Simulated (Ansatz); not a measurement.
Mg: stationary points along a deformation path

These are results of DFT r2SCAN, scalar-relativistic, plane waves, PAW in Ansatz, not measurements. Cutoff 500 eV, Γ-centred 20×20×20 k-points, Gaussian smearing of 0.15 eV. No spin polarisation. Energies are free energies at this smearing, counted from the undisturbed cell; pressure is positive in compression.

The starting cell (as given, not relaxed at this level; it stands at 0.2 GPa; this fcc form isn't the usual structure):

```
Mg
1.0
     0.00000    2.24426    2.24426
     2.24426    0.00000    2.24426
     2.24426    2.24426    0.00000
Mg
1
Direct
  0.00000 0.00000 0.00000
```

At fixed volume and fractional coordinates, lengths along (0.577, 0.577, 0.577) are scaled against those across it; ρ is that ratio over its starting value. V = 22.607 Å³/atom. Δσ is the stress along the axis less the mean stress across it (compression positive).

| ρ | ΔE (meV/atom) | Δσ (GPa) | space group |
| --- | --- | --- | --- |
| 0.500 | 510.9 | 0.00 | Pm-3m |
| 0.710 | 274.2 | 12.17 | R-3m |
| 1.000 | 0.0 | 0.00 | Fm-3m |
| 1.410 | 327.7 | -20.88 | R-3m |
| 2.000 | 1428.5 | -48.30 | R-3m |

Problem. How does the stress give the slope of the energy, and where is the energy stationary?

Solution. Along the path d ln(length) is 2/3 d ln ρ on the axis and −1/3 d ln ρ across it, so dE/d ln ρ = −(2/3) V Δσ: the energy falls with ρ where Δσ is positive. Δσ vanishes or changes sign at ρ = 0.500 (Pm-3m, an end of the scan), at 510.9 meV/atom; at ρ = 1.000 (Fm-3m), a minimum at 0.0 meV/atom. Pairs of stationary points between two samples would go unseen, and could change a minimum read from distant neighbours into a maximum. At ρ = 0.500, 1.000 the cell is cubic, where symmetry alone makes the stress isotropic and the slope zero.

In a metal these slopes depend on the k mesh and the smearing.